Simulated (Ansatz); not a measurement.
Phonons of BN (zinc blende) at Γ, L = (0.5, 0.0, 0.0), X = (0.5, 0.5, 0.0).

BN (zinc blende)

```
BN
1.0
    0.00000     1.81236     1.81236
    1.81236     0.00000     1.81236
    1.81236     1.81236     0.00000
N B
1 1
Direct
  0.75000   0.75000   0.75000
  0.00000   0.00000   0.00000
```

Level of theory: PBE (plane waves to 420 eV, PAW, scalar-relativistic; Ansatz, a first-principles code). Harmonic phonons by density-functional perturbation theory on a 12×12×12 k mesh, in cm⁻¹; i marks imaginary ones, q is in fractions of the reciprocal vectors of the cell shown, and the three acoustic modes at Γ are left out. The non-analytic (LO-TO) term is not included, so polar modes at Γ have their transverse values. BN was relaxed with its symmetry unable to fall.

```csv
q,wavenumbers (cm⁻¹)
Γ,1026 (×3)
"L = (0.5, 0.0, 0.0)","483 (×2), 954, 965 (×2), 1123"
"X = (0.5, 0.5, 0.0)","695 (×2), 884 (×2), 996, 1138"
```

The structure shows no imaginary mode at these points (lowest 483 cm⁻¹ at L = (0.5, 0.0, 0.0)); other wave vectors were not tested.

Highest mode: 1138 cm⁻¹ at X = (0.5, 0.5, 0.0).
